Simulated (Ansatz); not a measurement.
This guess for Zr2BAs3 is about to be relaxed.

Space group P3m1 (No. 156). a = 3.793 Å, b = 3.793 Å, c = 10.419 Å, α = 90.00°, β = 90.00°, γ = 120.00°
```csv
atom,site,symmetry,x,y,z
Zr,1b,3m.,0.3333,0.6667,0.1462
Zr,1b,3m.,0.3333,0.6667,0.8403
B,1a,3m.,0.0000,0.0000,0.1909
As,1a,3m.,0.0000,0.0000,0.0000
As,1b,3m.,0.3333,0.6667,0.4022
As,1c,3m.,0.6667,0.3333,0.6807
```

Method: DFT PBE+D3(BJ), scalar-relativistic, plane waves, PAW in Ansatz 0.2.0. Cutoff 420 eV, Gaussian smearing, Γ-centred meshes. Cell and atoms relax first on a coarse mesh and then on a finer one. In between, the cell is made exact in the group found at 0.06 Å. In metals the finer mesh still leaves noise of several meV/atom or more. The steps can't lower the symmetry of their start. No spin polarisation.

A guess keeps its type if space group and coordination stay and the shape of the cell changes little (axis ratios within about 15 %, angles within 6°); the volume may change.

Question: Does it keep its structure type, or change into something else?

Answer: It doesn't keep its type. The symmetry stays P3m1 (No. 156). The volume per atom shrinks by 15.1 %, from 21.6 to 18.4 Å³. The shortest distance goes from 1.99 Å (B–As) to 2.17 Å (B–As). The ratio c/a of the conventional cell changes by a factor of 1.19. Counting neighbours within 15 % of an atom's shortest distance, the start has As 1/3, B 4, Zr 3/6 and the end As 3/6, B 3, Zr 6/7. In detail, at the end Zr on its first site has 3 B at 2.60 Å and 4 As at 2.65–2.74 Å; B has 3 As at 2.17 Å and 3 Zr at 2.60 Å; As on its first site has 6 Zr at 2.67–2.74 Å; 3 more sites not described.

```cif
data_structure
_symmetry_space_group_name_H-M 'P 1'
_symmetry_Int_Tables_number 1
_cell_length_a 3.3895
_cell_length_b 3.3895
_cell_length_c 11.0720
_cell_angle_alpha 90.000
_cell_angle_beta 90.000
_cell_angle_gamma 120.000
_cell_volume 110.16
loop_
_atom_site_label
_atom_site_type_symbol
_atom_site_fract_x
_atom_site_fract_y
_atom_site_fract_z
_atom_site_occupancy
Zr1 Zr 0.33333 0.66667 0.14835 1
Zr2 Zr 0.33333 0.66667 0.81133 1
B1 B 0.00000 0.00000 0.30259 1
As1 As 0.00000 0.00000 0.97511 1
As2 As 0.33333 0.66667 0.38744 1
As3 As 0.66667 0.33333 0.63548 1
```

Formation energies are uncorrected and refer to the elements' standard structures at the same level.

Question: At what energy does it end?

Answer: −0.40 eV/atom. It lies below the elements, which doesn't yet make it stable against other compounds or structures.

The last run used a 12×12×4 mesh (in the run's order of axes) for its 6-atom cell and Gaussian smearing of 0.10 eV. The cell is a metal run without spin, though a test with spin on the coarse mesh kept 0.8 μB a cell, so a magnetic state probably lies lower. A structure relaxed within its symmetry needn't be a true minimum.

In counts of neighbours, a slash parts the counts of unlike sites.
